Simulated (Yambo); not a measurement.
Yambo run on RbH (rock salt, space group Fm-3m, No. 225). The wavefunctions are norm-conserving PBEsol (Quantum ESPRESSO, 72 Ry, with spin-orbit coupling) ones on a 4×4×4 mesh (10 occupied bands); a = b = c = 4.248 Å, α = β = γ = 60.00°.

Yambo input:

```
rim_cut
HF_and_locXC
RandQpts= 1000000
RandGvec= 1 Ry
EXXRLvcs= 72 Ry
VXCRLvcs= 288 Ry
% QPkrange
 1 | 1 | 10 | 11 |
 3 | 3 | 8 | 12 |
 7 | 7 | 10 | 11 |
 8 | 8 | 10 | 11 |
%
```

k points by index: 1 = Γ, 3 = L, 7 = X, 8 = W.

Resulting energies as the program prints them:

```
#    K-point    Band    Eo [eV]    Ehf [eV]    Vxc [eV]    Vnlxc [eV]
#
    1    10    -1.949001    -5.859060    -8.303096    -12.21315
    1    11    6.720295    11.03621    -8.881042    -4.565132
    3    8    -9.774918    -15.50447    -15.12063    -20.85019
    3    9    -0.15710E-12    -3.516227    -10.11790    -13.63413
    3    10    0.000000    -3.516227    -10.11790    -13.63413
    3    11    2.722066    6.471173    -6.583000    -2.833893
    3    12    2.722066    6.471173    -6.583000    -2.833893
    7    10    -0.774282    -4.449149    -9.280167    -12.95503
    7    11    4.398361    8.708526    -6.922610    -2.612445
    8    10    -0.421737    -4.012508    -9.654260    -13.24503
    8    11    4.738935    8.854331    -7.084147    -2.968751
```
Exchange alone, without screening.

Geometry of the Materials Project entry, not relaxed at this level.
